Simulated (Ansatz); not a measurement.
Ni4SnN: reading a single point

```yaml
crystal:
  lattice:
    - [0.00000, 3.27864, 3.27864]
    - [3.27864, 0.00000, 3.27864]
    - [3.27864, 3.27864, 0.00000]
  atoms:
    - { symbol: Ni, position: [0.62500, 0.62500, 0.62500] }
    - { symbol: Ni, position: [0.12500, 0.62500, 0.62500] }
    - { symbol: Ni, position: [0.62500, 0.62500, 0.12500] }
    - { symbol: Ni, position: [0.62500, 0.12500, 0.62500] }
    - { symbol: Sn, position: [0.00000, 0.00000, 0.00000] }
    - { symbol: N, position: [0.25000, 0.25000, 0.25000] }
```

Single point in Ansatz 0.2.0 with r2SCAN, spin-orbit coupling. Cutoff 500 eV, PAW datasets, 9×9×9 Γ-centred k mesh, fermi-dirac filling (width 0.1 eV).

The state carries no moments; the state need not be the lowest.

Is the cell too large or too small?

The pressure is 5.3 GPa (compression positive), so with the atoms held at these fractions the cell would first expand.

Is it stable against the elements?

0.91 eV an atom against the elements' usual phases (free molecules for gases, crystals otherwise, with no correction for O₂ or N₂), so at this geometry it isn't bound against them. Relaxing would lower it.

Metal or insulator?

It is a metal, with about 7.4 states/eV a cell as the mean within 0.25 eV of the Fermi level, mostly Ni d (69 %) and N p (19 %).

How is the charge shared?

Bader charges in e: Ni -0.02, Sn +0.90, N -0.80. In the mean Sn gives up most and N takes most.

Where is the largest force?

The largest is on Ni3 (and as large on other atoms): 0.24 eV/Å, components (0.14, 0.14, -0.14). It makes 145° with the line to a nearest neighbour, Ni1 at 2.32 Å, pointing away from it.

Origin: a known structure type with other elements, at an estimated volume, so it need not be a known compound. Caveats: started without moments under time reversal, so no moment could form.

It took 3.4 min on 2 threads of Arm Neoverse V2, on a shared host, peak memory 1.4 GiB, starting from a saved density. The time holds forces, stress, Bader, DOS, bands, ELF.
